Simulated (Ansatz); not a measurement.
HfO2:
```yaml
crystal:
  lattice:
    - [5.24666, 0.00000, 0.00000]
    - [0.00000, 5.03056, 0.00000]
    - [0.00000, 0.00000, 5.05945]
  atoms:
    - { symbol: Hf, position: [0.03250, 0.26703, 0.24108] }
    - { symbol: Hf, position: [0.96750, 0.73297, 0.74108] }
    - { symbol: Hf, position: [0.46750, 0.26703, 0.74108] }
    - { symbol: Hf, position: [0.53250, 0.73297, 0.24108] }
    - { symbol: O, position: [0.36705, 0.07001, 0.38076] }
    - { symbol: O, position: [0.63295, 0.92999, 0.88076] }
    - { symbol: O, position: [0.13295, 0.07001, 0.88076] }
    - { symbol: O, position: [0.86705, 0.92999, 0.38076] }
    - { symbol: O, position: [0.73216, 0.46112, 0.49116] }
    - { symbol: O, position: [0.26784, 0.53888, 0.99116] }
    - { symbol: O, position: [0.76784, 0.46112, 0.99116] }
    - { symbol: O, position: [0.23216, 0.53888, 0.49116] }
```

Relaxed with r²SCAN. Independent-particle spectrum: no excitons, no local fields, no scissors shift; 0.1 eV broadening; ε₁ of the summed bands alone.

### Question
Tabulate the dielectric function from the program Ansatz at the r²SCAN level (PAW).

### Answer


```tsv
E (eV)	ε₁ xx	ε₂ xx	ε₁ yy	ε₂ yy	ε₁ zz	ε₂ zz
0.0	4.41	0.00	4.66	0.00	4.44	0.00
0.4	4.42	0.00	4.67	0.00	4.44	0.00
0.8	4.44	0.00	4.69	0.00	4.46	0.00
1.2	4.47	0.00	4.73	0.00	4.50	0.00
1.6	4.52	0.00	4.78	0.00	4.55	0.00
2.0	4.58	0.00	4.86	0.00	4.61	0.00
2.4	4.67	0.00	4.96	0.00	4.70	0.00
2.8	4.78	0.00	5.09	0.00	4.81	0.00
3.2	4.91	0.00	5.25	0.00	4.95	0.00
3.6	5.09	0.00	5.46	0.00	5.12	0.00
4.0	5.31	0.00	5.74	0.00	5.35	0.00
4.4	5.62	0.00	6.12	0.00	5.66	0.00
4.8	6.06	0.00	6.70	0.00	6.10	0.00
5.2	6.84	0.02	8.04	0.20	6.88	0.01
5.6	8.29	1.11	8.60	1.39	8.62	1.17
6.0	8.31	3.86	10.16	4.89	7.73	3.06
6.4	7.05	3.43	6.38	4.97	7.48	3.28
6.8	7.33	4.10	7.62	5.29	7.96	4.27
7.2	5.75	5.68	5.90	6.37	6.21	5.92
7.6	5.73	4.71	5.66	5.86	5.93	5.51
8.0	5.15	5.69	4.76	8.11	5.75	6.49
8.4	3.73	5.92	2.54	7.12	3.52	5.89
8.8	4.22	5.59	2.03	6.11	3.38	6.79
9.2	4.77	6.12	2.74	5.84	3.81	5.20
9.6	3.90	7.08	1.79	6.45	3.00	6.56
10.0	1.16	7.86	0.78	5.35	2.48	6.91
10.4	0.81	6.40	1.84	5.91	1.13	7.55
10.8	-0.18	6.52	-0.02	6.47	-0.23	7.27
11.2	-1.17	6.03	-1.03	5.88	-1.92	6.40
11.6	-1.76	4.82	-1.45	4.33	-1.79	4.95
12.0	-1.47	3.65	-0.99	3.69	-2.44	4.28
```

### Question
From ε at 6.6 eV (xx: 6.94 + 3.71i), find n, k, the normal reflectivity and the absorption coefficient.

### Answer
n = 2.72, k = 0.682, R = 24 %, α = 2kE/ħc = 460000 cm⁻¹.

With all bands, ε∞ without local fields is 4.67 (xx), 4.92 (yy), 4.71 (zz). DFPT, with local fields, gives 4.62 (xx), 4.84 (yy), 4.64 (zz).

Space group Pca2_1. Symmetry was held in the r²SCAN relaxation. The run is not spin-polarised. Scalar-relativistic: spin–orbit coupling is off unless named, which matters more the heavier the elements.

Potentials: the later of the program's two PAW sets.
